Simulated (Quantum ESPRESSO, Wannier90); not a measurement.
SrNiF₆ (R-3m): Wannier90 run

```xyz
8
Lattice="3.5521 2.0508 2.2037 -3.5521 2.0508 2.2037 0.0000 -4.1016 2.2037" Properties=species:S:1:pos:R:3 pbc="T T T"
Sr     0.0000     0.0000     3.3055
Ni     0.0000     0.0000     0.0000
F      0.0000    -1.4186    -1.0751
F      0.0000     1.4186     1.0751
F      1.2285     0.7093    -1.0751
F     -1.2285    -0.7093     1.0751
F     -1.2285     0.7093    -1.0751
F      1.2285    -0.7093     1.0751
```

Materials Project entry mp-555718; symmetrised, unrelaxed at this level. COD (Crystallography Open Database) has an entry of this formula and space group (matched by these alone). Method: PBEsol plane waves in Quantum ESPRESSO 7.5 (PseudoDojo norm-conserving files, 79 Ry, no spin polarisation, no spin-orbit coupling), Bloch states on a 4×4×4 mesh through Γ, Wannier90 4.0.1. Density: 8×8×8 mesh, cold smearing 0.01 Ry.

The plane-wave run has 54 bands and 70 electrons a cell. On the energy scale of pw.x, whose zero is arbitrary, the valence-band maximum lies at 4.26 eV.

Isolated groups of bands, relative to the valence-band maximum (bands from 38 on overlap up to the last one computed):

```tsv
bands	from (eV)	to (eV)	filling	weight on atomic waves
1	-104.18	-104.18	filled	Ni 3s 99 %
2–4	-64.72	-64.60	filled	Ni 3p 100 %
5	-31.36	-31.34	filled	Sr 4s 99 %
6	-21.85	-21.50	filled	F 2s 81 %, Ni 4s 14 %
7–11	-21.12	-20.68	filled	F 2s 96 %
12–14	-13.43	-13.26	filled	Sr 4p 97 %
15–23	-5.70	-3.13	filled	F 2p 73 %, Ni 3d 23 %
24–35	-2.47	0.00	filled	F 2p 84 %, Ni 3d 15 %
36–37	1.21	1.74	empty	Ni 3d 51 %, F 2p 47 %
```

Input w.win, without the blocks of cell, atoms and k-points (64 lines):

```
num_bands = 40
num_wann = 23
exclude_bands = 1-14
num_iter = 400
conv_tol = 1.0e-6
conv_window = 4
dis_num_iter = 600
dis_conv_tol = 1.0e-6
dis_froz_max = 6.97
dis_win_max = 5.97
write_hr = true
write_u_matrices = true
begin projections
Ni: d
F: p
end projections
mp_grid = 4 4 4
```

wannier90.x stops with:
```
dis_windows: Energy window contains fewer states than number of target WFs
```
At some k-point the outer window holds fewer bands than num_wann, so no subspace of that size can be extracted. Mended as below, all else unchanged, the run goes through (Ω_I = 12.3 Å²) and follows the plane-wave bands to 0.2 meV rms (states up to 1.7 eV relative to the valence-band maximum).
Remove the line dis_win_max = 5.97.
